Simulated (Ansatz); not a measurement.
A geometry of Ti away from equilibrium: step 2 of the relaxation of a relaxed Ti cell, doubled along one cell vector, shaken by Gaussian noise of σ = 0.08 Å a coordinate. Level of theory: r2SCAN (plane waves to 500 eV, PAW, scalar-relativistic; Ansatz, a first-principles code). Γ-centred k-mesh 14×7×13 on the run's cell (coarser than for final values), Fermi–Dirac smearing 0.05 eV.

```xyz
2
Lattice="-1.6824 1.6834 1.5151 3.3463 -3.3502 2.9904 1.6932 1.6859 -1.5056" Properties=species:S:1:pos:R:3:forces:R:3 pbc="T T T" free_energy=-5008.521 pressure_GPa=0.9
Ti     0.0108     0.0715    -0.0308   -0.0217   -0.1380   -0.1556
Ti     1.5758    -1.6471     1.5462    0.0217    0.1380    0.1556
```

Positions in Å, forces in eV/Å, free energy of the cell in eV (comparable only within this code, potentials and settings). Largest force: 0.21 eV/Å, on Ti1, Ti2 (atoms numbered as listed); the geometry lies 0.12 eV/atom above the end of its relaxation.

No spin polarisation in the result.

The run could not lose the symmetry of its start.

Of the parent cell (I4/mmm (No. 139)): it is a generated cell of Ti: the first start was made by placing the elements on the sites of a structure type, and the end was not matched to a known phase here, so it may be hypothetical. Known forms of Ti include space group No. 194.
